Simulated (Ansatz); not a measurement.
TePb:
```xyz
2
Lattice="0.0000 3.2845 3.2845 3.2845 0.0000 3.2845 3.2845 3.2845 0.0000" Properties=species:S:1:pos:R:3 pbc="T T T"
Te     0.0000     0.0000     0.0000
Pb     3.2845     3.2845     3.2845
```

Plane-wave PAW PBE (Ansatz code) gives a gap of 0.83 eV without spin–orbit coupling, maximum at L, minimum at L.

**Question.** What happens when spin–orbit coupling is switched on?

**Answer.** The gap falls by 0.82 eV, to 0.01 eV; maximum at L, minimum at L.

Space group Fm-3m (rock salt). Symmetry was held in the PBE relaxation.

Potentials: the earlier of the program's two PAW sets.
